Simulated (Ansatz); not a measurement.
Relaxed NaF (rock salt):

```yaml
crystal:
  lattice:
    - [0.00000, 4.70157, 4.70157]
    - [2.35078, 0.00000, 2.35078]
    - [2.35078, 2.35078, 0.00000]
  atoms:
    - { symbol: F, position: [0.00000, 0.00000, 0.00000] }
    - { symbol: F, position: [0.50000, 0.00000, 0.00000] }
    - { symbol: Na, position: [0.25000, 0.50000, 0.50000] }
    - { symbol: Na, position: [0.75000, 0.50000, 0.50000] }
```

A phonon eigenvector at L = (0.5, 0.0, 0.0) is frozen into this cell: atom i moves by Q times the vector below, so Q is the largest atomic displacement, in Å. The cell is held. (q is in reciprocal vectors of the primitive cell; the cell shown is doubled to hold the pattern.)

```csv
atom,x,y,z
F1,-0.577,0.577,0.577
F2,0.577,-0.577,-0.577
```

Atoms not listed stay in place.

Computed with PBE (plane waves to 420 eV, PAW, scalar-relativistic; Ansatz, a program for electronic structure). k mesh 6×12×12 (Γ-centred), Fermi-Dirac smearing 0.05 eV. Energies are smeared free energies. NaF was relaxed with its symmetry unable to fall. The relaxed volume of NaF is well above the measured one; the method has no dispersion term. The zero of ΔE is the undisplaced structure.

```json
[
 {"Q (Å)": "-0.1000", "ΔE (meV/cell)": "61.3"},
 {"Q (Å)": "-0.0833", "ΔE (meV/cell)": "42.6"},
 {"Q (Å)": "-0.0667", "ΔE (meV/cell)": "27.2"},
 {"Q (Å)": "-0.0500", "ΔE (meV/cell)": "withheld"},
 {"Q (Å)": "-0.0333", "ΔE (meV/cell)": "6.8"},
 {"Q (Å)": "-0.0167", "ΔE (meV/cell)": "1.7"},
 {"Q (Å)": "0.0000", "ΔE (meV/cell)": "0.0"},
 {"Q (Å)": "0.0167", "ΔE (meV/cell)": "1.7"},
 {"Q (Å)": "0.0333", "ΔE (meV/cell)": "6.8"},
 {"Q (Å)": "0.0500", "ΔE (meV/cell)": "withheld"},
 {"Q (Å)": "0.0667", "ΔE (meV/cell)": "27.2"},
 {"Q (Å)": "0.0833", "ΔE (meV/cell)": "42.6"},
 {"Q (Å)": "0.1000", "ΔE (meV/cell)": "61.3"}
]
```

**Question.** Fit an even polynomial form (powers 2, 4) to the given rows and predict ΔE at Q = -0.0500.

**Answer.** Least squares on the 11 given rows: ΔE = (6124)·Q² + (820.0)·Q⁴, in meV/cell with Q in Å; root-mean-square residual 0.04 meV/cell. At -0.0500 the fit gives 15.3 meV/cell; the calculation gives 15.3 meV/cell, the same to the digits shown. The quadratic term alone would give 15.3 meV/cell.

(A displaced cell: forces are minus the slopes of the energy, force constants its curvatures, and phonons follow from these.)
